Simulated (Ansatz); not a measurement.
Problem. Each is relaxed and computed with the program Ansatz at the PBE level (PAW). Which is the only metal?
A. BP, Pm-3n (B on 6d, P on 6c)
B. AlP, P6_422 (Al on 3c, P on 3d)
C. GaP, NiAs type
D. AlGa3N4, P3m1 (Pearson symbol hP8)

Solution. C, GaP, NiAs type. GaP: metal; AlP: gap 0.95 eV (indirect); AlGa3N4: gap 2.14 eV (direct); BP: gap 0.63 eV (indirect). Constructed cells (a structure type filled with these elements, in neither database checked): GaP, NiAs type. Typed or built starts, not in the databases checked: AlP, P6_422 (Al on 3c, P on 3d); AlGa3N4, P3m1 (Pearson symbol hP8); BP, Pm-3n (B on 6d, P on 6c). Not the usual ambient phase: GaP, NiAs type; AlP, P6_422 (Al on 3c, P on 3d); BP, Pm-3n (B on 6d, P on 6c). All cells were relaxed under the symmetry of their starts (and spin orders); stability against distortions was not tested throughout. Scalar-relativistic: spin–orbit coupling is off unless named, which matters more the heavier the elements.

Potentials: the earlier of the program's two PAW sets.
